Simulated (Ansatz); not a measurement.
# Co2Si at a changed volume — quadrupolar parameters

The cell is a COD entry, relaxed with PBE at fixed cell and then changed (volume scaled by 0.94, ions relaxed).

```yaml
crystal:
  lattice:
    - [4.81760, 0.00000, 0.00000]
    - [0.00000, 3.66169, 0.00000]
    - [0.00000, 0.00000, 6.96388]
  atoms:
    - { symbol: Co, position: [0.96126, 0.75000, 0.21850] }
    - { symbol: Co, position: [0.03874, 0.25000, 0.78150] }
    - { symbol: Co, position: [0.53874, 0.25000, 0.71850] }
    - { symbol: Co, position: [0.46126, 0.75000, 0.28150] }
    - { symbol: Co, position: [0.82710, 0.75000, 0.56509] }
    - { symbol: Co, position: [0.17290, 0.25000, 0.43491] }
    - { symbol: Co, position: [0.67290, 0.25000, 0.06509] }
    - { symbol: Co, position: [0.32710, 0.75000, 0.93491] }
    - { symbol: Si, position: [0.30033, 0.75000, 0.60518] }
    - { symbol: Si, position: [0.69967, 0.25000, 0.39482] }
    - { symbol: Si, position: [0.19967, 0.25000, 0.10518] }
    - { symbol: Si, position: [0.80033, 0.75000, 0.89482] }
```

Atom numbers follow the list; atoms alike are taken as one site, whose name carries the number of the first.

Computed with Ansatz: DFT, PBE, plane waves and PAW, scalar-relativistic, collinear spin, 420 eV cutoff, Γ-centred 9×12×6 k-points, Fermi–Dirac smearing 0.05 eV. Start moments as typed (μB): 3 on each Co, none on the rest.

C_Q = eQV_zz/h, which is 24.18 MHz for Q = 1 b and V_zz = 10²¹ V/m²; η = (V_xx − V_yy)/V_zz. Directions are in the Cartesian axes of the cell vectors above, for the atom listed; none is given where the gradient is under 0.02 or η is above 0.95.

```json
{"site": "Co1", "first atom": "1", "first shell": "5 Si at 2.30–2.54 Å, 8 Co at 2.45–2.65 Å", "V_zz (10²¹ V/m²)": "1.23", "η": "0.80", "direction of V_zz (x, y, z)": "0.71 0.00 -0.71"}
{"site": "Co5", "first atom": "5", "first shell": "5 Si at 2.27–2.55 Å, 8 Co at 2.50–2.65 Å", "V_zz (10²¹ V/m²)": "1.66", "η": "0.62", "direction of V_zz (x, y, z)": "1.00 0.00 0.03"}
{"site": "Si", "first atom": "9", "first shell": "10 Co at 2.27–2.55 Å", "V_zz (10²¹ V/m²)": "3.11", "η": "0.14", "direction of V_zz (x, y, z)": "0.87 0.00 -0.49"}
```

With no gap above 0.1 eV, as in a metal, the gradients converge slowly in k; expect changes of a tenth or more on a denser mesh. With these PAW files V_zz is typically within 2 to 3 % of all-electron values, but misses above 10 % occur on Co. At this changed cell the PBE pressure is 9 GPa. The run lost most of its start moments on Co; a state with other moments may lie lower. The magnetic order is the one that the run reached from its start moments, not necessarily the measured one (the real compound may not order at all).

The relaxation (4 steps) took 3.1 min of wall time (12 min of CPU time) and 2.9 GiB at its peak, on 4 threads of Intel Xeon Platinum 8488C (Sapphire Rapids) (x86_64; 16 cores open to the job, memory cap 8.0 GiB, no GPU), a shared host with a load of 0.3 a core.
